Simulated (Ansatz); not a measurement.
NaCl:
```
CELL_PARAMETERS angstrom
      3.36889     0.00000     0.00000
      0.00000     3.36889     0.00000
      0.00000     0.00000     3.36889
ATOMIC_POSITIONS crystal
  Na 0.00000 0.00000 0.00000
  Cl 0.50000 0.50000 0.50000
```

Relaxed with LDA.

Task: Which orbitals make up the states near the band edges in LDA in the plane-wave PAW code Ansatz?

Result: Top 1 eV of the valence band: Cl 3p 99 %. Bottom 1 eV of the conduction band: Na 3s 64 %, Cl 3s 24 %, Cl 3p 9 %. Projections are on Löwdin-orthogonalised atomic valence shells; empty p or d shells of many metals are not among them.

Task: Tabulate the density of states.

Result: States/eV per cell of 2 atoms, in 0.25 eV bins, energy from the valence-band maximum.

```csv
E (eV),total,Cl 3p,Na 3s,Cl 3s
-7.85,0.00,0.00,0.00,0.00
-7.60,0.00,0.00,0.00,0.00
-7.35,0.00,0.00,0.00,0.00
-7.10,0.00,0.00,0.00,0.00
-6.85,0.00,0.00,0.00,0.00
-6.60,0.00,0.00,0.00,0.00
-6.35,0.00,0.00,0.00,0.00
-6.10,0.00,0.00,0.00,0.00
-5.85,0.00,0.00,0.00,0.00
-5.60,0.00,0.00,0.00,0.00
-5.35,0.00,0.00,0.00,0.00
-5.10,0.00,0.00,0.00,0.00
-4.85,0.00,0.00,0.00,0.00
-4.60,0.00,0.00,0.00,0.00
-4.35,0.00,0.00,0.00,0.00
-4.10,0.00,0.00,0.00,0.00
-3.85,0.00,0.00,0.00,0.00
-3.60,0.09,0.07,0.02,0.00
-3.35,0.62,0.52,0.10,0.00
-3.10,1.09,0.95,0.13,0.01
-2.85,2.03,1.85,0.15,0.01
-2.60,2.49,2.32,0.13,0.02
-2.35,2.37,2.24,0.08,0.02
-2.10,1.79,1.69,0.05,0.02
-1.85,1.63,1.56,0.04,0.01
-1.60,1.53,1.47,0.03,0.01
-1.35,1.55,1.50,0.02,0.01
-1.10,1.60,1.56,0.02,0.01
-0.85,1.85,1.82,0.01,0.01
-0.60,2.63,2.60,0.01,0.00
-0.35,2.20,2.18,0.00,0.00
-0.10,0.51,0.51,0.00,0.00
0.15,0.00,0.00,0.00,0.00
0.40,0.00,0.00,0.00,0.00
0.65,0.00,0.00,0.00,0.00
0.90,0.00,0.00,0.00,0.00
1.15,0.00,0.00,0.00,0.00
1.40,0.00,0.00,0.00,0.00
1.65,0.00,0.00,0.00,0.00
1.90,0.00,0.00,0.00,0.00
2.15,0.00,0.00,0.00,0.00
2.40,0.00,0.00,0.00,0.00
2.65,0.00,0.00,0.00,0.00
2.90,0.00,0.00,0.00,0.00
3.15,0.00,0.00,0.00,0.00
3.40,0.00,0.00,0.00,0.00
3.65,0.00,0.00,0.00,0.00
3.90,0.00,0.00,0.00,0.00
4.15,0.01,0.00,0.01,0.00
4.40,0.04,0.00,0.02,0.01
4.65,0.06,0.00,0.04,0.01
4.90,0.08,0.01,0.05,0.02
5.15,0.12,0.01,0.08,0.02
5.40,0.31,0.02,0.23,0.03
5.65,0.45,0.03,0.32,0.03
5.90,0.60,0.04,0.42,0.03
6.15,0.77,0.06,0.52,0.03
6.40,1.09,0.08,0.70,0.04
6.65,1.48,0.13,0.96,0.05
6.90,1.69,0.17,1.07,0.05
7.15,1.13,0.10,0.61,0.03
7.40,0.62,0.03,0.19,0.00
7.65,0.40,0.01,0.06,0.00
7.90,0.41,0.00,0.02,0.00
8.15,0.74,0.01,0.06,0.00
8.40,1.61,0.02,0.10,0.00
8.65,2.33,0.04,0.16,0.00
8.90,2.34,0.04,0.13,0.00
```

Space group Pm-3m (CsCl type). This is a known high-pressure phase of the composition, computed here at zero pressure and temperature. The cell was relaxed with LDA under the symmetry of its start. At this level the phase is dynamically unstable (imaginary phonons).

Potentials: the earlier of the program's two PAW sets.
